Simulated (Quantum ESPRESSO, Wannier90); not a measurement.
**Tight-binding from DFT: CsSnBr$_{3}$ (cubic perovskite)**

Cell from Materials Project (mp-27214), symmetrised, no further relaxation. Not found in the COD (Crystallography Open Database) copy used; not checked further. Computed values, not measurements, from LDA: Quantum ESPRESSO (norm-conserving PseudoDojo potentials, cutoff 58 Ry, no spin polarisation, no spin-orbit coupling) on a Γ-centred 6×6×6 mesh, then Wannier90. Density: 6×6×6 mesh, Gaussian smearing 0.01 Ry. Spin-orbit coupling is left out although heavy elements are present.

On the energy scale of pw.x, whose zero is arbitrary, the valence-band maximum lies at 4.17 eV.

Input w.win:

```
num_bands = 12
num_wann = 12
exclude_bands = 1-6,10-13,23-36
num_iter = 1000
conv_tol = 1.0e-6
conv_window = 4
write_hr = true
write_u_matrices = true
begin projections
f=-0.3025,0.4014,0.4888:s
f=-0.1679,0.3857,-0.2259:s
f=0.4477,-0.0632,0.2507:s
f=-0.4181,0.0424,-0.3984:s
f=0.1094,-0.4263,-0.1090:s
f=-0.2265,0.2456,0.2683:s
f=-0.4250,0.3867,-0.3052:s
f=-0.0299,0.0953,-0.1128:s
f=-0.3427,0.4739,0.1554:s
f=-0.4297,0.3296,-0.3232:s
f=0.0339,0.2613,0.2379:s
f=0.3900,0.2239,-0.0528:s
end projections
begin unit_cell_cart
ang
    5.8390100000    0.0000000000    0.0000000000
    0.0000000000    5.8390100000    0.0000000000
    0.0000000000    0.0000000000    5.8390100000
end unit_cell_cart
begin atoms_frac
Cs   0.0000000000  0.0000000000  0.0000000000
Sn   0.5000000000  0.5000000000  0.5000000000
Br   0.5000000000  0.0000000000  0.5000000000
Br   0.0000000000  0.5000000000  0.5000000000
Br   0.5000000000  0.5000000000  0.0000000000
end atoms_frac
mp_grid = 6 6 6
begin kpoints
0.0000000000 0.0000000000 0.0000000000
0.0000000000 0.0000000000 0.1666666667
0.0000000000 0.0000000000 0.3333333333
... (213 more lines: the 6x6x6 mesh through Gamma)
end kpoints
```

Input of pw2wannier90.x that gives the overlap and projection files (equivalent; here they were cut from one run over all bands):

```
&inputpp
  outdir = './out'
  prefix = 'pwscf'
  seedname = 'w'
  write_amn = .true.
  write_mmn = .true.
/
```

Output w.wout (banner and timings cut):

```
                                    ------
                                    SYSTEM
                                    ------

                              Lattice Vectors (Ang)
                    a_1     5.839010   0.000000   0.000000
                    a_2     0.000000   5.839010   0.000000
                    a_3     0.000000   0.000000   5.839010

                   Unit Cell Volume:     199.07543  (Ang^3)

                        Reciprocal-Space Vectors (Ang^-1)
                    b_1     1.076070   0.000000   0.000000
                    b_2     0.000000   1.076070   0.000000
                    b_3     0.000000   0.000000   1.076070

 *----------------------------------------------------------------------------*
 |   Site       Fractional Coordinate          Cartesian Coordinate (Ang)     |
 +----------------------------------------------------------------------------+
 | cs   1   0.00000   0.00000   0.00000   |    0.00000   0.00000   0.00000    |
 | sn   1   0.50000   0.50000   0.50000   |    2.91951   2.91951   2.91951    |
 | br   1   0.50000   0.00000   0.50000   |    2.91951   0.00000   2.91951    |
 | br   2   0.00000   0.50000   0.50000   |    0.00000   2.91951   2.91951    |
 | br   3   0.50000   0.50000   0.00000   |    2.91951   2.91951   0.00000    |
 *----------------------------------------------------------------------------*
                                ------------
                                K-POINT GRID
                                ------------

             Grid size =  6 x  6 x  6      Total points =  216

 *---------------------------------- MAIN ------------------------------------*
 |  Number of Wannier Functions               :                12             |
 |  Number of Objective Wannier Functions     :                12             |
 |  Number of input Bloch states              :                12             |
 |  Output verbosity (1=low, 5=high)          :                 1             |
 |  Timing Level (1=low, 5=high)              :                 1             |
 |  Optimisation (0=memory, 3=speed)          :                 3             |
 |  Length Unit                               :               Ang             |
 |  Post-processing setup (write *.nnkp)      :                 F             |
 |  Using Gamma-only branch of algorithms     :                 F             |
 *----------------------------------------------------------------------------*
 *------------------------------- WANNIERISE ---------------------------------*
 |  Total number of iterations                :              1000             |
 |  Number of CG steps before reset           :                 5             |
 |  Trial step length for line search         :             2.000             |
 |  Convergence tolerence                     :         0.100E-05             |
 |  Convergence window                        :                 4             |
 |  Iterations between writing output         :                 1             |
 |  Iterations between backing up to disk     :               100             |
 |  Write r^2_nm to file                      :                 F             |
 |  Write xyz WF centres to file              :                 F             |
 |  Write on-site energies <0n|H|0n> to file  :                 F             |
 |  Use guiding centre to control phases      :                 F             |
 |  Use phases for initial projections        :                 F             |
 *----------------------------------------------------------------------------*
 *-------------------------------- PLOTTING ----------------------------------*
 |  Plotting Hamiltonian in WF basis          :                 T             |
 *----------------------------------------------------------------------------*

       ... (k-mesh section left out)

 Starting a new Wannier90 calculation ...

 Reading overlaps from w.mmn

 Reading projections from w.amn

 *------------------------------- WANNIERISE ---------------------------------*
 +--------------------------------------------------------------------+<-- CONV
 | Iter  Delta Spread     RMS Gradient      Spread (Ang^2)            |<-- CONV
 +--------------------------------------------------------------------+<-- CONV

 ------------------------------------------------------------------------------
 Initial State
  WF centre and spread    1  ( -1.980004,  3.166378,  3.331617 )    13.29195593
  WF centre and spread    2  ( -0.734478,  2.829581, -2.007683 )     9.61156266
  WF centre and spread    3  (  2.745265, -0.117277,  2.408247 )     2.12865377
  WF centre and spread    4  ( -2.628010,  0.116873, -2.500585 )     2.30984499
  WF centre and spread    5  (  1.728028, -2.717618, -0.892472 )     6.89188461
  WF centre and spread    6  ( -2.555818,  0.744971,  2.716848 )     9.68672838
  WF centre and spread    7  ( -3.223707,  2.522256, -1.098310 )    19.41757033
  WF centre and spread    8  ( -1.023117, -2.168176,  2.700946 )    46.73174709
  WF centre and spread    9  ( -2.549984,  2.959302,  0.378167 )     3.35803680
  WF centre and spread   10  ( -3.148366,  0.971987, -2.821779 )    35.70868764
  WF centre and spread   11  ( -0.126631,  2.520465,  2.678054 )     6.14677899
  WF centre and spread   12  (  2.771421,  2.632611, -0.077495 )     4.17194059
  Sum of centres and spreads (-10.725403, 13.461353,  4.815554 )   159.45539179

      0     0.159E+03     0.0000000000      159.4553917214  <-- CONV
        O_D=     48.4119792 O_OD=     87.1818182 O_TOT=    159.4553917 <-- SPRD
 ------------------------------------------------------------------------------
      1    -0.748E+01    17.7191289453      151.9780633598  <-- CONV
        O_D=     41.4007265 O_OD=     86.7157425 O_TOT=    151.9780634 <-- SPRD
      2    -0.167E+02    11.0329978872      135.2669997898  <-- CONV
        O_D=     26.8643469 O_OD=     84.5410585 O_TOT=    135.2669998 <-- SPRD
      3    -0.171E+02     7.5022231660      118.1325065564  <-- CONV
        O_D=     15.7330214 O_OD=     78.5378908 O_TOT=    118.1325066 <-- SPRD
      4    -0.148E+02     6.0377673818      103.2878066706  <-- CONV
        O_D=     10.8225204 O_OD=     68.6036919 O_TOT=    103.2878067 <-- SPRD
      5    -0.850E+01     6.4422384843       94.7857110973  <-- CONV
        O_D=      9.2719715 O_OD=     61.6521452 O_TOT=     94.7857111 <-- SPRD
       ... (lines left out)
    100    -0.211E-02     0.0627392229       27.3987039070  <-- CONV
        O_D=      0.0008554 O_OD=      3.5362542 O_TOT=     27.3987039 <-- SPRD
       ... (lines left out)
    200    -0.751E-03     0.0372984702       27.2145523442  <-- CONV
        O_D=      0.0006490 O_OD=      3.3523090 O_TOT=     27.2145523 <-- SPRD
       ... (lines left out)
    300    -0.193E-03     0.0193111873       27.1774971869  <-- CONV
        O_D=      0.0003604 O_OD=      3.3155424 O_TOT=     27.1774972 <-- SPRD
       ... (lines left out)
    400    -0.983E-04     0.0135484986       27.1612611613  <-- CONV
        O_D=      0.0003074 O_OD=      3.2993594 O_TOT=     27.1612612 <-- SPRD
       ... (lines left out)
    500    -0.539E-04     0.0099352528       27.1531244795  <-- CONV
        O_D=      0.0002810 O_OD=      3.2912491 O_TOT=     27.1531245 <-- SPRD
       ... (lines left out)
    600    -0.197E-04     0.0061364685       27.1495504012  <-- CONV
        O_D=      0.0002500 O_OD=      3.2877061 O_TOT=     27.1495504 <-- SPRD
       ... (lines left out)
    700    -0.777E-05     0.0038270695       27.1480792273  <-- CONV
        O_D=      0.0002367 O_OD=      3.2862482 O_TOT=     27.1480792 <-- SPRD
       ... (lines left out)
    800    -0.387E-05     0.0026742990       27.1474724948  <-- CONV
        O_D=      0.0002287 O_OD=      3.2856494 O_TOT=     27.1474725 <-- SPRD
       ... (lines left out)
    900    -0.142E-05     0.0016597147       27.1472167392  <-- CONV
        O_D=      0.0002223 O_OD=      3.2854000 O_TOT=     27.1472167 <-- SPRD
       ... (lines left out)
    961    -0.838E-06     0.0012444705       27.1471374762  <-- CONV
        O_D=      0.0002197 O_OD=      3.2853234 O_TOT=     27.1471375 <-- SPRD
    962    -0.953E-06     0.0012318763       27.1471365233  <-- CONV
        O_D=      0.0002199 O_OD=      3.2853222 O_TOT=     27.1471365 <-- SPRD
    963    -0.945E-06     0.0018468370       27.1471355782  <-- CONV
        O_D=      0.0002196 O_OD=      3.2853216 O_TOT=     27.1471356 <-- SPRD
             <<<     Delta < 1.000E-06  over  4 iterations     >>>
             <<< Wannierisation convergence criteria satisfied >>>
 Final State
  WF centre and spread    1  ( -5.629130,  2.918811,  2.921494 )     4.69851560
  WF centre and spread    2  ( -0.067398,  2.778845, -2.435858 )     1.45346172
  WF centre and spread    3  (  2.922449, -0.062872,  2.414795 )     1.44676835
  WF centre and spread    4  ( -2.483510, -0.063609, -2.665832 )     1.44593675
  WF centre and spread    5  (  2.568288, -2.558485,  0.065153 )     1.44905553
  WF centre and spread    6  ( -3.357999, -0.065435,  3.168354 )     1.44839834
  WF centre and spread    7  ( -2.919041,  2.919217, -0.211699 )     4.69477168
  WF centre and spread    8  ( -0.064959, -2.429714,  2.800553 )     1.45026808
  WF centre and spread    9  ( -2.431194,  3.041703,  0.068425 )     1.45561742
  WF centre and spread   10  ( -2.920849,  0.205431, -2.918219 )     4.70796926
  WF centre and spread   11  ( -0.063814,  2.571538,  2.554892 )     1.44679694
  WF centre and spread   12  (  2.782392,  2.434486,  0.064273 )     1.44957600
  Sum of centres and spreads (-11.664767, 11.689916,  5.826331 )    27.14713566

         Spreads (Ang^2)       Omega I      =    23.861594358
        ================       Omega D      =     0.000219613
                               Omega OD     =     3.285321607
    Final Spread (Ang^2)       Omega Total  =    27.147135578
```
